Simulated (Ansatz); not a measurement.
## Ca started on a Ti site and Ca started on a Ti site, 6.74 Å apart on the ideal sites in cubic perovskite SrTiO3, 40 atoms, charge 0

Level of theory: DFT, PBEsol, PAW, plane waves in Ansatz.

Command:

```sh
ansatz run in.yaml --threads 8 --pin off --max-ram 118750MiB --runs-dir r --events-out ev --progress --plain --backend cuda --devices 0, --max-vram 170GiB
```

The input less its lattice and atoms (starting moments on atoms near the defect: 2 μB in all):

```yaml
crystal:
  symmetry: { detect: false }
kpoints:
  mp_grid: { grid: [1, 1, 1], shift: [0.25, 0.25, 0.25] }
hamiltonian:
  xc: pbesol
magnetization:
  spin_polarized: true
  initial_magnetization: 2
  spin_locking: { lock_magnetization: hard }
scf:
  occupations: { method: fermi_dirac, width: 0.01 }
relax:
  f_tol: 0.03
  max_steps: 80
  escape_saddle: false
  adjacent_minimum: "off"
output:
  forces: true
  eigenvalues: true
  populations: true
```

Start:

```
Sr Ca Ti O
1.0
     7.78282    0.00000    0.00000
     0.00000    7.78282    0.00000
     0.00000    0.00000    7.78282
Sr Ca Ti O
8 2 6 24
Direct
  0.00143 0.99586 0.99906
  0.99743 0.99685 0.50259
  0.00319 0.49751 0.99694
  0.00344 0.50204 0.50454
  0.50359 0.99954 0.99761
  0.50184 0.00241 0.49964
  0.49452 0.49855 0.99804
  0.50104 0.49961 0.49853
  0.24897 0.24721 0.25270
  0.74854 0.75017 0.74940
  0.24853 0.25226 0.75065
  0.24750 0.74741 0.25106
  0.24919 0.74985 0.75336
  0.75024 0.25010 0.25106
  0.74785 0.24586 0.74969
  0.75175 0.75067 0.24944
  0.24373 0.24824 0.00231
  0.24819 0.24751 0.50347
  0.24788 0.75510 0.00255
  0.24384 0.75321 0.49572
  0.75397 0.25432 0.99890
  0.74836 0.25008 0.49918
  0.75310 0.74953 0.99900
  0.75011 0.74993 0.49945
  0.99983 0.24789 0.25173
  0.00041 0.25307 0.74742
  0.99986 0.74925 0.24675
  0.99922 0.74832 0.75228
  0.49698 0.24850 0.24627
  0.50195 0.24958 0.74813
  0.49591 0.75313 0.24319
  0.49739 0.75182 0.75157
  0.24723 0.99332 0.25204
  0.25359 0.00355 0.75344
  0.25000 0.49898 0.25402
  0.24664 0.49985 0.74960
  0.75244 0.99994 0.24945
  0.75073 0.99562 0.75361
  0.75203 0.50044 0.24950
  0.74817 0.50161 0.74935
```

Steps:

```tsv
step	energy less the first (eV)	largest force component (eV/Å)
start	0.000	6.000
1	-3.860	1.807
2	-4.396	0.795
3	-4.810	0.996
4	-4.945	0.530
5	-5.253	0.222
6	-5.307	0.191
7	-5.344	0.139
8	-5.368	0.103
9	-5.383	0.148
10	-5.390	0.135
11	-5.393	0.118
12	-5.397	0.088
13	-5.400	0.047
14	-5.404	0.046
15	-5.405	0.058
16	-5.405	0.049
17	-5.407	0.045
18	-5.409	0.064
19	-5.413	0.034
20	-5.414	0.040
21	-5.414	0.032
22	-5.414	0.016
```

A structure on the way, about -4.40 eV from the start:

```
Sr Ca Ti O
1.0
     7.78282    0.00000    0.00000
     0.00000    7.78282    0.00000
     0.00000    0.00000    7.78282
Sr Ca Ti O
8 2 6 24
Cartesian
  7.7681 7.7679 7.7694
  0.0085 7.7540 3.8918
  0.0322 3.9045 7.7407
  0.0533 3.9302 3.8973
  3.8812 7.7610 7.7802
  3.8658 7.7515 3.9108
  3.8458 3.9038 0.0157
  3.8846 3.9200 3.9194
  1.9376 1.9443 1.9412
  5.8370 5.8397 5.8432
  1.9507 1.9452 5.8453
  1.9416 5.8297 1.9335
  1.9386 5.8332 5.8494
  5.8213 1.9404 1.9703
  5.8296 1.9480 5.8269
  5.8259 5.8302 1.9452
  1.7087 1.9340 7.6370
  2.1549 1.9413 4.0363
  1.9597 5.7482 7.7765
  1.9226 5.8998 3.8980
  5.9522 2.0513 7.7804
  5.6833 1.8239 3.9006
  5.7459 5.7789 0.1493
  5.8645 5.8724 3.7502
  7.6240 1.9810 2.0825
  0.0105 1.9428 5.6665
  7.7772 5.7489 1.9176
  0.1429 5.8620 5.8251
  4.0313 1.8927 1.7734
  3.8787 1.9669 6.0010
  3.8811 5.9119 1.9709
  3.7468 5.8580 5.7843
  1.8319 7.6339 1.8301
  1.9618 7.7803 5.8656
  2.0633 4.0311 2.0727
  1.9581 3.8976 5.8200
  5.8794 7.7724 1.9032
  5.8557 0.1544 6.0238
  5.7799 3.8860 2.0052
  5.8861 3.7434 5.6970
```

End:

```
Sr Ca Ti O
1.0
     7.78282    0.00000    0.00000
     0.00000    7.78282    0.00000
     0.00000    0.00000    7.78282
Sr Ca Ti O
8 2 6 24
Direct
  0.99529 0.01797 0.99940
  0.01849 0.01323 0.48862
  0.99698 0.51094 0.98133
  0.01281 0.50029 0.48590
  0.49592 0.96645 0.00280
  0.49075 0.97980 0.50384
  0.49867 0.49912 0.01331
  0.49259 0.49453 0.51545
  0.26066 0.24641 0.24023
  0.75752 0.75335 0.74142
  0.25560 0.25379 0.75411
  0.24016 0.74301 0.24458
  0.24452 0.74465 0.74276
  0.75263 0.25642 0.26847
  0.73538 0.24364 0.74630
  0.74570 0.73742 0.24700
  0.19879 0.27533 0.97793
  0.27946 0.22753 0.51492
  0.27141 0.72026 0.00208
  0.22234 0.76858 0.50116
  0.76954 0.28047 0.00852
  0.69846 0.21849 0.50056
  0.72622 0.71751 0.01622
  0.77580 0.82424 0.47523
  0.98398 0.26523 0.28142
  0.99059 0.23020 0.72160
  0.99927 0.70903 0.23177
  0.02095 0.78764 0.79480
  0.53097 0.22494 0.17178
  0.49793 0.29026 0.77807
  0.50082 0.76695 0.26948
  0.48436 0.73285 0.72765
  0.22773 0.97741 0.22341
  0.27324 0.00379 0.76628
  0.28976 0.51274 0.28373
  0.22292 0.50153 0.72459
  0.77485 0.99278 0.23986
  0.72457 0.02044 0.79832
  0.72618 0.49964 0.30094
  0.79678 0.47981 0.71740
```

The run converged.

Time: 36 s of wall time on one NVIDIA GB200 with 8 processor threads, on a host shared with other runs; peak host memory 1.7 GiB.

Problem. How much energy did the relaxation gain, and which atom moved most?

Solution. 5.41 eV in 22 steps, from a start with small random displacements (the gain also holds any tilting of the ideal host); atom 29 (O) moved 0.66 Å, the median atom 0.25 Å (drift of the whole cell removed).

The moment started at 2 μB and ended at 2.0 μB; no other spin state is shown. The program warned that the state may not be the lowest. The one k point has no symmetry partners, which can distort the end along one axis.
